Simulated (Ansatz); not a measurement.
Relaxed-ion elastic tensor of Ta (fcc (Cu type), Fm-3m) in GPa (Voigt order), DFT-LDA in the program Ansatz with PAW potentials; density 16.93 g/cm³, 17.75 Å³ per atom.

```csv
,1,2,3,4,5,6
1,79.1,277,277,0.0,0.0,0.0
2,277,79.1,277,0.0,0.0,0.0
3,277,277,79.1,0.0,0.0,0.0
4,0.0,0.0,0.0,20.9,0.0,0.0
5,0.0,0.0,0.0,0.0,20.9,0.0
6,0.0,0.0,0.0,0.0,0.0,20.9
```

Q: Is the crystal mechanically stable?

A: No: the smallest eigenvalue of C is -198 GPa.

The first step of the workflow began from a Materials Project structure, measured or hypothetical; the Crystallography Open Database files this formula in space group No. 225, but the cells were not matched. It is not the phase usual at ambient conditions (space group No. 229). The cell was relaxed with LDA under the symmetry of its start. At this level the phase is mechanically unstable. No spin polarisation was allowed. As this level gives no gap, shear constants depend on the k-mesh and smearing (Fermi–Dirac, 0.1 eV here). Spin–orbit coupling is left out wherever it is not named.

Potentials: the earlier of the program's two PAW sets. The files were generated under PBE; for other functionals the program regenerates the frozen cores, and for LDA and PBEsol the local potential too.
